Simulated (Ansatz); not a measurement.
Te:
```yaml
crystal:
  lattice:
    - [4.51749, 0.00000, 0.00000]
    - [-2.25875, 3.91226, 0.00000]
    - [0.00000, 0.00000, 5.92336]
  atoms:
    - { symbol: Te, position: [0.26069, 0.00000, 0.33333] }
    - { symbol: Te, position: [0.00000, 0.26069, 0.66667] }
    - { symbol: Te, position: [0.73931, 0.73931, 0.00000] }
```

Relaxed with r²SCAN+D4. Special points in fractions of this cell's reciprocal vectors: Γ (0.000, 0.000, 0.000); M (0.500, 0.000, 0.000); K (0.333, 0.333, 0.000); A (0.000, 0.000, 0.500); L (0.500, 0.000, 0.500); H (0.333, 0.333, 0.500).

Task: List the band energies nearest the valence-band maximum at these points for DFT-r²SCAN+D4 in the program Ansatz with PAW potentials.

Result: In eV from the valence-band maximum; about four levels below and three above (degenerate sets whole), none deeper than 8.9 eV; points with the same levels are listed once.

```
k                          below           above
-  -----------------------------  --------------
Γ  -2.93 -2.93 -1.71 -1.71 -0.78  1.17 1.17 1.77
M        -3.61 -3.43 -1.19 -0.91  1.15 1.27 3.49
K        -3.04 -3.04 -2.89 -2.58  3.00 3.00 3.36
A  -2.80 -2.80 -1.43 -1.16 -1.16  0.66 0.80 0.80
L        -3.75 -2.38 -2.03 -0.17  1.02 2.09 2.70
H  -5.04 -5.04 -1.10 -0.03 -0.03  0.41 1.66 1.66
```

Space group P3_121 (trigonal Se type). The r²SCAN+D4 relaxation kept the symmetry of its start; phonons on a q-mesh show no instability. Scalar-relativistic: spin–orbit coupling is off unless named, which matters more the heavier the elements.

Potentials: the later of the program's two PAW sets.
